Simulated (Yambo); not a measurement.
G0W0@PBEsol for Ba$_{2}$ScNbO$_{6}$ (space group Fm-3m, No. 225) in Yambo. Reference settings: 2×2×2 Γ-centred k mesh, bands 3 to 219 and a 7 Ry block in the screening, 219 bands in G with the Bruneval-Gonze terminator, plasmon pole fitted at 27.2 eV. The PBEsol gap Γ → Γ on this mesh is 2.65 eV; G0W0 gaps are taken between the same points.

The settings were changed. The gap went from 4.23 eV to 4.36 eV, and the shift of the valence edge from -0.40 eV to -0.39 eV.

Task: What was changed between the two runs?
A) 3 Ry block
B) 91 bands in W, 91 bands in G
C) pole fitted at 10 eV
D) 91 bands in G, no terminator

Result: A, 3 Ry block. The others gave (gap, valence shift): 91 bands in W, 91 bands in G: 4.44, -0.16 eV; 91 bands in G, no terminator: 4.41, 0.42 eV; pole fitted at 10 eV: 4.21, -0.30 eV.

Spin-orbit coupling is not included.

Geometry of the Materials Project entry, not relaxed at this level; primitive cell a = 5.8607 Å, b = 5.8607 Å, c = 5.8607 Å, α = 60.00°, β = 60.00°, γ = 60.00°.

The structure is a Materials Project entry; no match was found in the copy of COD used, and its stability was not checked.

A shift is the quasiparticle energy of the state minus its PBEsol energy.
